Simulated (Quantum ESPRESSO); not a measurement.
# Band energies of CuI monolayer

```xyz
4
Lattice="4.0004 0.0000 0.0000 0.0000 4.0004 0.0000 0.0000 0.0000 16.4000" Properties=species:S:1:pos:R:3 pbc="T T T"
Cu     2.0002     0.0000     0.0000
Cu     0.0000     2.0002     0.0000
I      0.0000     0.0000     1.6896
I      2.0002     2.0002    -1.6896
```

PBEsol (Quantum ESPRESSO, PseudoDojo norm-conserving, 92 Ry, no spin-orbit coupling); path MΓXM; energies in eV from the valence-band maximum.

```csv
k (1/Å),point,band 22,band 23,band 24,band 25,band 26,band 27,band 28,band 29
0.00,M,-1.73,-1.67,-1.67,-0.96,-0.96,3.37,3.37,3.39
0.11,,-1.67,-1.63,-1.62,-0.96,-0.93,3.32,3.39,3.43
0.22,,-1.68,-1.52,-1.43,-0.96,-0.85,3.41,3.45,3.53
0.44,,-1.70,-1.23,-1.03,-0.95,-0.65,3.66,3.71,3.86
0.56,,-1.70,-1.03,-0.95,-0.91,-0.56,3.77,3.79,3.79
0.67,,-1.63,-0.96,-0.88,-0.80,-0.46,3.49,3.90,3.96
0.89,,-1.46,-1.01,-0.98,-0.27,-0.20,2.65,3.73,4.06
1.00,,-1.35,-1.10,-1.06,-0.08,-0.06,2.29,3.50,3.61
1.11,Γ,-1.30,-1.21,-1.09,0.00,0.00,2.15,3.40,3.46
1.33,,-1.42,-1.01,-0.96,-0.40,-0.01,2.57,3.35,4.22
1.45,,-1.53,-0.93,-0.85,-0.64,-0.03,2.86,3.17,4.23
1.67,,-1.77,-0.89,-0.88,-0.59,-0.13,2.78,3.17,4.48
1.78,,-1.86,-0.92,-0.90,-0.45,-0.21,2.79,3.09,4.74
1.90,X,-1.91,-0.92,-0.92,-0.32,-0.32,2.92,2.92,5.01
2.07,,-1.85,-1.02,-1.02,-0.49,-0.49,3.11,3.11,5.16
2.16,,-1.81,-1.14,-1.14,-0.60,-0.60,3.27,3.27,4.68
2.25,,-1.77,-1.26,-1.26,-0.70,-0.70,3.40,3.40,4.22
2.42,,-1.72,-1.46,-1.46,-0.86,-0.86,3.47,3.47,3.64
2.51,,-1.71,-1.56,-1.56,-0.92,-0.92,3.38,3.38,3.54
2.68,M,-1.73,-1.67,-1.67,-0.96,-0.96,3.37,3.37,3.39
```

The PBEsol gap is direct, 2.15 eV at Γ. The valence-band maximum lies 4.63 eV below the vacuum level.

Without spin-orbit coupling, band edges of such heavy elements can be off by tenths of an eV. The filled Cu 3d shell has no Hubbard U; semilocal functionals place it too high.

Geometry relaxed with PBEsol.

This is a model layer cut from the bulk structure; whether it is stable on its own was not checked.
